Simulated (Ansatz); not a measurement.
TiZn₂O₄:
Space group Imma (No. 74); a = 5.8821 Å, b = 5.9599 Å, c = 8.6139 Å, α = β = γ = 90.00°

| atom | site | symmetry | x | y | z |
|---|---|---|---|---|---|
| Ti | 4b | 2/m.. | 0.0000 | 0.0000 | 0.5000 |
| Zn | 4e | mm2 | 0.0000 | 0.2500 | 0.1389 |
| Zn | 4d | .2/m. | 0.2500 | 0.2500 | 0.7500 |
| O | 8h | m.. | 0.0000 | 0.0132 | 0.7255 |
| O | 8i | .m. | 0.2754 | 0.2500 | 0.0030 |
(The calculation used a cell of 14 atoms; values per cell refer to that cell.)

Relaxed with r²SCAN.

Tabulate the valence density and the electron localisation function along the shortest Ti–O contact (1.94 Å), r²SCAN in the plane-wave PAW code Ansatz.



```
distance from Ti (Å)  density (e/Å³)   ELF
--------------------  --------------  ----
0.19                            9.56  0.09
0.29                            8.78  0.28
0.39                            7.43  0.51
0.49                            5.70  0.65
0.58                            3.90  0.67
0.68                            2.40  0.57
0.78                            1.39  0.37
0.87                            0.88  0.22
0.97                            0.75  0.22
1.07                            0.84  0.41
1.17                            1.10  0.66
1.26                            1.55  0.80
1.36                            2.32  0.83
1.46                            3.45  0.81
1.55                            4.79  0.73
1.65                            6.05  0.60
1.75                            6.98  0.42
```

The density is the valence pseudo-density with augmentation charge, so density and ELF within about 1 Å of a nucleus are not all-electron values.

The workflow started from a Materials Project entry (that database holds measured and hypothetical structures alike); the Crystallography Open Database copy checked does not list it. COD files the formula under space group No. 95. With Ti and Zn taken as one species the cell has the higher symmetry Fd-3m, so it may be an ordered model of a mixed-site phase. Whether it is the stable phase at ambient conditions was not checked. Symmetry was held in the r²SCAN relaxation; its stability against distortions is not shown here. No spin polarisation was allowed.

Potentials: the later of the program's two PAW sets.
